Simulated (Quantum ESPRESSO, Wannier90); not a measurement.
**Mg2Si (Fm-3m), plane waves to Wannier functions**

```
begin unit_cell_cart
ang
    0.0000000000    3.1698200000    3.1698200000
    3.1698200000    0.0000000000    3.1698200000
    3.1698200000    3.1698200000    0.0000000000
end unit_cell_cart
begin atoms_frac
Mg   0.2500000000  0.2500000000  0.2500000000
Mg  -0.2500000000 -0.2500000000 -0.2500000000
Si   0.0000000000  0.0000000000  0.0000000000
end atoms_frac
```

Materials Project entry mp-1367; symmetrised, unrelaxed at this level. COD (Crystallography Open Database) has an entry of this formula and space group (matched by these alone). Level: PBEsol, no spin polarisation, no spin-orbit coupling; pw.x of Quantum ESPRESSO at 68 Ry with PseudoDojo potentials, 8×8×8 k-points, Wannier90. Density: 8×8×8 mesh, cold smearing 0.01 Ry. The gap is small at this level and was sampled on the meshes and a path alone.

A tight-binding model is made by disentanglement and projection with no localisation steps (num_iter = 0), so the 12 orbitals stay atom-like: hydrogen-like Mg: s;p; Si: s;p, axes along x, y, z; frozen window up to 1.62 eV relative to the valence-band maximum. It follows pw.x to 8.1 meV rms for states up to 1.1 eV relative to the valence-band maximum. Matrix elements depend on this choice of orbitals and windows.

The 20 largest hoppings ⟨m,0|H|n,R⟩ between different sites (one of each Hermitian pair; signs follow the real orbitals' lobes; the list may end inside a set of equal values):

| m | n | R | distance of the centres (Å) | t (eV) |
|---|---|---|---|---|
| Mg1 px | Mg2 px | 1 0 0 | 3.17 | 1.901 |
| Mg1 py | Mg2 py | 1 0 1 | 3.17 | 1.901 |
| Mg1 pz | Mg2 pz | 0 0 1 | 3.17 | 1.901 |
| Mg1 px | Mg2 px | 0 1 1 | 3.17 | 1.901 |
| Mg1 pz | Mg2 pz | 1 1 0 | 3.17 | 1.901 |
| Mg1 py | Mg2 py | 0 1 0 | 3.17 | 1.901 |
| Mg1 px | Mg2 s | 1 0 0 | 3.17 | 1.169 |
| Mg1 s | Mg2 py | 1 0 1 | 3.17 | 1.169 |
| Mg1 s | Mg2 pz | 0 0 1 | 3.17 | -1.169 |
| Mg1 s | Mg2 px | 1 0 0 | 3.17 | -1.169 |
| Mg1 pz | Mg2 s | 0 0 1 | 3.17 | 1.169 |
| Mg1 s | Mg2 py | 0 1 0 | 3.17 | -1.169 |
| Mg1 px | Mg2 s | 0 1 1 | 3.17 | -1.169 |
| Mg1 pz | Mg2 s | 1 1 0 | 3.17 | -1.169 |
| Mg1 py | Mg2 s | 1 0 1 | 3.17 | -1.169 |
| Mg1 s | Mg2 pz | 1 1 0 | 3.17 | 1.169 |
| Mg1 s | Mg2 px | 0 1 1 | 3.17 | 1.169 |
| Mg1 py | Mg2 s | 0 1 0 | 3.17 | 1.169 |
| Mg1 s | Si3 px | 0 1 0 | 2.75 | 1.007 |
| Mg1 s | Si3 px | 0 0 1 | 2.75 | 1.007 |
